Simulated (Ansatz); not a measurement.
Elastic constants of LiSe₂: input and output

All numbers below come from DFT PBE, scalar-relativistic, plane waves, PAW (Ansatz 0.2.0).

It can be run as:
```bash
ansatz run input.yaml --threads 1 --pin off --backend cpu --events-out ev --progress --plain --runs-dir out  # memory cap (--max-ram) not shown
```

Input (bare energies are in eV):
```yaml
crystal:
  lattice:
    - [0.0, 3.1026695808, 3.1026695808]
    - [3.1026695808, 0.0, 3.1026695808]
    - [3.1026695808, 3.1026695808, 0.0]
  atoms:
    - { symbol: Li, position: [0.0, 0.0, 0.0] }
    - { symbol: Se, position: [0.25, 0.25, 0.25] }
    - { symbol: Se, position: [0.75, 0.75, 0.75] }
basis:
  ecutwfc: 420
kpoints:
  mp_grid: { grid: [12, 12, 12] }
hamiltonian:
  xc: pbe
scf:
  occupations: { method: fermi_dirac, width: 0.15 }
output:
  forces: true
  stress: true
  eigenvalues: true
elastic:
  mode: clamped_ion
  amplitude: 0.005
  stencil: two_point
```

From the output:
```
--- Elastic constants: 2 strain directions × 2 members + reference (group order 48) ---
  dense FFT box of the reference and of every strained cell: 30×30×30
  strains applied: 11, 23; error gains: componentwise 1.00 (the most a stress slope's error grows in a printed constant), spectral 1.73 (1 for all six strains in a standard setting)
  C = ∂σ_k/∂η_j (tension-positive GPa; Voigt order 11 22 33 23 13 12):
       -14.515     78.861     78.861      0.000      0.000     -0.000
        78.861    -14.515     78.861     -0.000      0.000     -0.000
        78.861     78.861    -14.515     -0.000     -0.000      0.000
         0.000     -0.000     -0.000     13.395      0.000     -0.000
        -0.000      0.000     -0.000     -0.000     13.395      0.000
         0.000     -0.000     -0.000      0.000     -0.000     13.395
  reference stress σ⁰ (GPa):      0.001      0.001      0.001      0.000      0.000      0.000
  C* (energy form; C + prestress term) asymmetry max|C*_kj − C*_jk| = 1.421e-14 GPa — a small one proves nothing (zero by symmetry where the batch's group is 432, −43m or m−3m); a large one is finite-difference/SCF noise where every solve ...
  moduli (Voigt/Reuss/Hill, GPa): K = 47.74/47.74/47.74   G = -10.64/27.60/8.48   E = 24.03   ν = 0.416
  mechanically stable: NO (min eigenvalue of sym C = -93.38 GPa)
  strain η (Voigt 11):  stress-route row diagonal C_11 = -14.52 GPa, energy-path curvature d²(F+E_count+ΔE)/dδ²/Ω₀ = -14.56 GPa
         δ    σ_11 (GPa) F (eV) n_scf n_hpsi n_pw
    -5.000e-3       0.0662      -11143.8638108       8   71528   1195
     5.000e-3      -0.0790      -11143.8638181       7   66730   1219
  strain η (Voigt 23):  stress-route row diagonal C_44 = 13.39 GPa, energy-path curvature d²(F+E_count+ΔE)/dδ²/Ω₀ = 13.40 GPa
         δ    σ_23 (GPa) F (eV) n_scf n_hpsi n_pw
    -5.000e-3      -0.0670      -11143.8636841       7  109111   1211
     5.000e-3       0.0670      -11143.8636841       6   97275   1211
```

The cell was built by swapping an element in a database structure (itself possibly hypothetical) and relaxing; it need not be the stable form of this composition. In a metal, frequencies and elastic constants depend on the k mesh and the smearing, soft modes and shear constants most. Spin polarisation was left out, and a magnetic state may lie lower.

As the tensor has a negative eigenvalue, the Reuss and Hill moduli of a polycrystal, and E and ν formed from them, have no physical meaning here.

Clamped-ion constants are upper bounds: once the atoms relax, a strain can turn out softer or unstable.